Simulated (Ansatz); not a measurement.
RbCl:
Space group Fm-3m (No. 225); a = b = c = 6.543 Å, α = β = γ = 90.00°

| atom | site | symmetry | x | y | z |
|---|---|---|---|---|---|
| Rb | 4a | m-3m | 0.0000 | 0.0000 | 0.0000 |
| Cl | 4b | m-3m | 0.5000 | 0.5000 | 0.5000 |
(The calculation used a cell of 2 atoms; values per cell refer to that cell.)

Relaxed with PBEsol.

### Question
Tabulate the valence density and the electron localisation function along the shortest Rb–Cl contact (3.27 Å), DFT-PBEsol in the program Ansatz with PAW potentials.

### Answer


| distance from Rb (Å) | density (e/Å³) | ELF |
|---|---|---|
| 0.33 | 1.87 | 0.34 |
| 0.49 | 2.14 | 0.71 |
| 0.65 | 1.81 | 0.85 |
| 0.82 | 1.19 | 0.88 |
| 0.98 | 0.65 | 0.83 |
| 1.15 | 0.32 | 0.64 |
| 1.31 | 0.16 | 0.25 |
| 1.47 | 0.10 | 0.06 |
| 1.64 | 0.09 | 0.06 |
| 1.80 | 0.12 | 0.20 |
| 1.96 | 0.19 | 0.56 |
| 2.13 | 0.33 | 0.78 |
| 2.29 | 0.59 | 0.85 |
| 2.45 | 1.02 | 0.87 |
| 2.62 | 1.57 | 0.86 |
| 2.78 | 1.79 | 0.78 |
| 2.94 | 1.22 | 0.58 |

The density is the valence pseudo-density with augmentation charge, so density and ELF within about 1 Å of a nucleus are not all-electron values.

Symmetry was held in the PBEsol relaxation.

Potentials: the later of the program's two PAW sets.
